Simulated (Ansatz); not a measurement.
An Ansatz (a program for electronic structure) input:

Ansatz 0.2 input:
```yaml
crystal:
  lattice:
    - [-1.8666324029, 1.8666324029, 1.8666324029]
    - [1.8666324029, -1.8666324029, 1.8666324029]
    - [1.8666324029, 1.8666324029, -1.8666324029]
  atoms:
    - { symbol: Sn, position: [0.0, 0.0, 0.0] }
kpoints:
  mp_grid: { grid: [11, 11, 11] }
  band_path:
    path:
      - [[0.0, 0.0, 0.0], [0.5, -0.5, 0.5], [0.0, 0.0, 0.5], [0.0, 0.0, 0.0], [0.25, 0.25, 0.25], [0.5, -0.5, 0.5]]  # Γ-H-N-Γ-P-H
      - [[0.25, 0.25, 0.25], [0.0, 0.0, 0.5]]  # P-N
    npoints: 12
basis: { xc_grid: 2 }
hamiltonian:
  xc: pbesol
  pseudopotentials: { azcp: { folder: ./paw }, kind: paw_fr }
magnetization: { noncollinear: true, spin_orbit: true }
scf:
  n_extra_bands: 12
  convergence: { dr2_threshold: 0.0000000001 }
  occupations: { method: gaussian, width: 0.05 }
output: { eigenvalues: true }
```

How many symmetry operations and irreducible k-points will the run report?

48 operations, 56 of 1331 k-points.

With a cutoff of 420 eV, how many plane waves at Γ?

531.

It took roughly 6 core-seconds on shared server cores.

Space group Im-3m (bcc (W type)). The workflow started from a Materials Project entry (that database holds measured and hypothetical structures alike); the Crystallography Open Database copy checked does not list it. It is not the phase usual at ambient conditions (space group No. 141). Symmetry was held in the PBEsol relaxation. At this level the phase is mechanically unstable.

Potentials: the earlier of the program's two PAW sets. The files were generated under PBE; for other functionals the program regenerates the frozen cores, and for LDA and PBEsol the local potential too.

Ansatz is a plane-wave DFT program.
